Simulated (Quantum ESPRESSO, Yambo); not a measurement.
SiO₂ (space group P6_222, No. 180). The geometry is that of Materials Project entry mp-6922, symmetrised and not relaxed again. Chain: LDA (pw.x of Quantum ESPRESSO, ONCV potentials, scalar-relativistic); G0W0 in Yambo (3×3×4 Γ-centred k mesh, 227 bands and a 8 Ry block in the screening, 227 bands in G with the Bruneval-Gonze terminator, plasmon pole fitted at 27.2 eV); BSE (6×6×6 mesh, 12 valence and 5 conduction bands, static screening with 69 bands and a 3 Ry block, scissor 3.14 eV, Tamm-Dancoff).

```yaml
LDA gap (dense path): 5.50 eV
LDA gap A → Γ on the GW mesh: 5.50 eV
LDA smallest direct gap on the GW mesh, at Γ: 5.70 eV
G0W0 direct gap at that point: 8.83 eV
G0W0 correction to the gap A → Γ: 3.12 eV
direct gap on the BSE mesh, with the scissor: 8.83 eV
first BSE state allowed for light along x: 7.90 eV
lowest BSE state: 7.80 eV
binding_of_the_lowest_exciton: 1.04 eV
RPA electronic dielectric constant along x: 2.30 (6×6×4 mesh, LDA bands)
```

Rough cost of the Yambo steps against G0W0 for 8 states: BSE within a factor of two, one RPA spectrum about 1/20.

Nearest settings tried, and what they do to the gap: 84 bands in W, 84 bands in G: +61 meV; 105 bands in W: +32 meV; 2 Ry block (41 vectors against 339): +270 meV. Not varied: mesh. So the settings aren't converged at that level. The BSE states are vertical excitations (zero momentum); the indirect quasiparticle gap, about 8.63 eV, is smaller than the direct one (8.83 eV on the GW mesh). Convergence of the RPA response with its 6×6×4 mesh was not tested. Convergence of the binding with the mesh was not shown. Axes are Cartesian, with cell vectors (Å) (5.06, 0.00, 0.00), (-2.53, 4.38, 0.00), (0.00, 0.00, 5.54).

This is not the ordinary phase of the substance.
